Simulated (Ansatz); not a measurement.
Equation of state of beryllium, bcc

Method: DFT, LDA (PW92), plane waves (420 eV) with PAW, scalar-relativistic (Ansatz). (PAW data from PBE, frozen cores regenerated.)

The cell is scaled uniformly from the relaxed one, with fractional coordinates and shape fixed. Energies are extrapolated to zero smearing, pressures are those at the given smearing. Magnetic state: spin not included.

```csv
V (Å³/atom),E − E₀ (meV/atom),P (GPa)
6.570,52.5,20.81
6.868,21.7,12.57
7.167,4.9,5.67
7.466,0.0,-0.11
7.764,5.0,-4.97
8.063,18.3,-9.06
8.362,38.7,-12.49
```

Fit a third-order Birch-Murnaghan equation.

V₀ = 7.46 Å³/atom, B₀ = 133 GPa, B₀′ = 3.3.
